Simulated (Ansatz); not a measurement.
Data:

Be$_{2}$C:
Space group Fm-3m (No. 225); a = b = c = 4.2683 Å, α = β = γ = 90.00°

```json
[
 {"atom": "Be", "site": "8c", "symmetry": "-43m", "x": "0.2500", "y": "0.2500", "z": "0.2500"},
 {"atom": "C", "site": "4a", "symmetry": "m-3m", "x": "0.0000", "y": "0.0000", "z": "0.0000"}
]
```
(The calculation used a cell of 3 atoms; values per cell refer to that cell.)

This is the LDA-relaxed structure.

Task: All from LDA (plane waves, PAW; program Ansatz), unless another level is named. Estimate the smallest direct gap on the standard path.

Result: 4.11 eV.

Task: Give the electron effective mass.

Result: 0.23, 0.23, 0.71 mₑ (principal values).

Task: What about the band gap?

Result: 1.20 eV (indirect).

Task: Predict the formation energy from the elements (no fitted shifts).

Result: -29 kJ/mol of atoms.

Task: Predict the conduction-band minimum.

Result: at X (3 equivalent valleys).

Symmetry was held in the LDA relaxation; phonons on a q-mesh show no instability. The references are the lowest solids computed at this level, not always the standard phases.

Potentials: the later of the program's two PAW sets.
